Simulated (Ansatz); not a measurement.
61Ni nuclear quadrupole resonance in SiNi₂

Cell: an entry of the Crystallography Open Database (COD), ions relaxed with PBE at fixed cell.

Space group Pnma (No. 62); a = 4.9900, b = 3.7200, c = 7.0600 Å.

| site | Wyckoff | site symmetry | x | y | z |
| --- | --- | --- | --- | --- | --- |
| Si | 4c | .m. | 0.2888 | 0.2500 | 0.3858 |
| Ni5 | 4c | .m. | 0.9588 | 0.2500 | 0.7948 |
| Ni9 | 4c | .m. | 0.3298 | 0.2500 | 0.0603 |

One atom of each set is listed.

All values are calculated (Ansatz; DFT, r2SCAN, plane waves and PAW, scalar-relativistic, collinear spin, 500 eV cutoff, Γ-centred 9×12×6 k-points, Fermi–Dirac smearing 0.05 eV), not measured. Start moments as typed (μB): 1.5 on each Ni, none on the rest.

61Ni: I = 3/2, Q = 162.0 mb (year-2017 value). Static lattice, zero field.

**Question.** At which frequencies do the 61Ni NQR lines lie?

**Answer.** For I = 3/2 there is one line, ν = (|C_Q|/2)(1 + η²/3)^½.

```csv
site,atoms,V_zz (10²¹ V/m²),C_Q (MHz),η,line frequencies (MHz)
Ni5,4,-2.18,-8.53,0.89,4.80
Ni9,4,1.05,4.11,0.37,2.10
```

At this cell the r2SCAN pressure is -5 GPa, so with r2SCAN the cell would shrink if it were relaxed. The entry's cell may itself be off. The program didn't check the stability of this electronic state in full, so a lower one may lie near. The run finds no gap above 0.1 eV (a metal, or nearly one), so the gradients can move by 10 % or more with the k-mesh. With these PAW files V_zz is typically within 2 to 3 % of all-electron values, but misses above 10 % occur on Ni. The start moments die out, and the run ends without spin.

Hardware: 4 threads of Arm Neoverse V2 (aarch64; 8 cores open to the job, memory cap 8.0 GiB, no GPU), a shared host with a load of 0.7 a core. Wall time 5.7 min, CPU time 23 min, peak memory 3.3 GiB.
